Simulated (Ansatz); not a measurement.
Relaxed BaTiO3 (tetragonal-perovskite type, space group P4mm):

```
BaTiO3
1.0
    3.98510     0.00000     0.00000
    0.00000     3.98510     0.00000
    0.00000     0.00000     4.20426
Ti Ba O
1 1 3
Direct
  0.50000   0.50000   0.45787
  0.00000   0.00000   0.94066
  0.50000   0.50000   0.88874
  0.50000   0.00000   0.40937
  0.00000   0.50000   0.40937
```

All values below come from PBE (plane waves to 420 eV, PAW, scalar-relativistic; Ansatz, a quantum-chemistry and plane-wave program). k mesh 7×7×6 (Γ-centred), Fermi-Dirac smearing 0.05 eV. BaTiO3 is run without spin polarisation. BaTiO3 was relaxed with its symmetry unable to fall. The PAW data are Ansatz's earlier set.

One atom of the cell was then moved (with its periodic images), all else fixed, and the forces (eV/Å) came out as:

```csv
atom,Fx,Fy,Fz
Ti1,-0.131,0.008,0.250
Ba2,0.207,0.038,-0.004
O3,0.736,-0.099,0.860
O4,0.861,0.904,-0.169
O5,-1.673,-0.852,-0.937
```

Question: Which atom was moved, and by which vector (Å)?

Answer: O5, by (0.18, 0.18, 0.18), 0.32 Å in all.

(For displaced atoms, the force is minus the slope of the energy, and its curvature is a force constant, which sets phonon frequencies.)
